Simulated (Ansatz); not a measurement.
A plane-wave DFT run in Ansatz 0.2.0 (scalar-relativistic PAW potentials unless the input names others): input and command.

```yaml
crystal:
  lattice:
    - [1.1209865948, -3.6582677696, 0.0]
    - [1.1209865948, 3.6582677696, 0.0]
    - [0.0, 0.0, 2.6735351654]
  atoms:
    - { symbol: Cu, position: [0.13386665, 0.86613335, 0.25] }
    - { symbol: Cu, position: [0.86613335, 0.13386665, 0.75] }
basis:
  ecutwfc: 420
kpoints:
  mp_grid: { grid: [20, 20, 20] }
hamiltonian:
  xc: pbesol
scf:
  occupations: { method: gaussian, width: 0.15 }
  convergence: { dr2_threshold: 0.0001 }
  n_extra_bands: 8
output:
  forces: true
  eigenvalues: true
  stress: true
```

```bash
ansatz run input.yaml --threads 1 --pin off --max-ram 2560MiB --backend cpu --events-out ev --progress --plain --runs-dir out
```

Abridged log:
```
Warning: scf.convergence.dr2_threshold = 1e-4 eV is looser than this run's default, which is 1e-7 eV or tighter. The error in the forces grows as the threshold's square root, so leave the key out unless less accurate forces are enough
Warning: output.stress: scf.convergence.dr2_threshold = 1e-4 eV is looser than the 2e-10 eV advised for a printed stress (1e-10 eV for each atom of the cell: 2). ...
scf.n_extra_bands = 8 over 19 filled bands (N_el = 38.0): the run solves 27 bands
Pseudopotentials: kind: paw
Pseudopotential: Cu, paw, valence charge 19, recommended cutoff 420 eV (normal)
Functional definition: PBEsol
Crystal: 2 atoms, lattice volume = 21.928 Å³
Basis set: ecut = 420 eV, 423 PW (Γ), exchange–correlation on 54×54×36 points (8 copies of the dense FFT grid, shifted against one another)
Bands: 27, of which v1, the nominal top of the filled ones, is band 19 counted from 1 (18 counted from 0)
Symmetry: 8 space group operations
Space group: Cmcm (ITA 63), of the structure as read, at distance tolerance 2.8e-5 Å
k-points: 1221 of 8000
Initial density: superposition of atomic densities (neutral atoms: chi_scale 0, normalization atom), corrected by the library's trained network
Initial wavefunctions: pseudopotential atomic-orbital guess
Functional: x = pbesol(κ = 0.804, μ = 0.12345679), c = pbesol(β = 0.046)
SCF iter   1: F=—  HF=-13176.930473 eV  |F-HF|=—  |Δ(HF+E_count)|=         —  Δρ=1.92e-2  dr2=4.03e-2  ethr=1.77e-3  ⟨swp⟩=5.2  Hψ=132212  notcnv=0  defer=1126
SCF iter   2: F=—  HF=-13176.921453 eV  |F-HF|=—  |Δ(HF+E_count)|=   9.02e-3  Δρ=2.28e-3  dr2=6.04e-4  ethr=1.06e-4  ⟨swp⟩=2.1  Hψ=56655  notcnv=0  defer=1367
SCF iter   3: F=—  HF=-13176.921082 eV  |F-HF|=—  |Δ(HF+E_count)|=   3.71e-4  Δρ=2.19e-3  dr2=6.06e-4  ethr=1.59e-6  ⟨swp⟩=2.1  Hψ=43442  notcnv=0  defer=1367
SCF iter   4: F=—  HF=-13176.920861 eV  |F-HF|=—  |Δ(HF+E_count)|=   2.21e-4  Δρ=1.93e-4  dr2=3.42e-6  ethr=1.59e-6  ⟨swp⟩=2.3  Hψ=42838  notcnv=0  defer=1367
SCF iter   5: F=-13176.920882 eV  HF=-13176.920883 eV  |F-HF|=1.97e-7  |Δ(HF+E_count)|=   2.18e-5  Δρ=4.49e-5  dr2=4.07e-7  ethr=8.99e-9  ⟨swp⟩=2.0  Hψ=53236  notcnv=0  defer=1367
SCF iter   6: F=-13176.920883 eV  HF=-13176.920883 eV  |F-HF|=3.64e-8  |Δ(HF+E_count)|=   6.06e-9  Δρ=1.15e-5  dr2=5.02e-8  ethr=1.07e-9  ⟨swp⟩=5.3  Hψ=128680  notcnv=0
SCF 1 converged in 6 iterations: F = -13176.920883 eV  dr2 = 5.02e-8
SCF converged after 6 iterations
Free energy (F): -13176.920883 eV
Harris-Foulkes:  -13176.920883 eV  (|F-HF|=3.64e-8)
Internal energy: -13176.914214 eV  (E = F + TS)
E sigma→0 (E₀):  -13176.917548 eV
Entropy (-TS):   -0.006669 eV (-3.334 meV/atom)
Fermi energy:    18.223612 eV
--- Forces (eV/Å), atoms counted from 1 ---
  atom   1  Cu     0.00000000     0.17381226     0.00000000
  atom   2  Cu     0.00000000    -0.17381226     0.00000000
--- Stress (GPa, compression-positive) ---
       40.038054       0.000000       0.000000
        0.000000      16.310289       0.000000
        0.000000       0.000000       0.421836
  P = ⅓ Tr σ = 18.9234 GPa (189.234 kbar)
```

Apart from outputs, the input differs from a reference run on usual settings in scf.convergence.dr2_threshold: not typed → 0.0001; scf.n_extra_bands: not typed → 8. The reference, at the same geometry (not necessarily relaxed), gave pressure 18.92 GPa, largest force 0.174 eV/Å, no gap on the mesh. This run converged in 6 SCF iterations (reference: 6) with an energy at zero smearing within 0.01 meV/atom of the reference's, pressure 18.92 GPa, largest force 0.174 eV/Å, no gap on the mesh.

The SCF went on to a residual of 5e-08 eV, far under the typed threshold, which therefore didn't bind.

It took 51 s on 1 thread of Intel(R) Xeon(R) Processor @ 2.70GHz, with other jobs on the host, peak memory 0.83 GiB.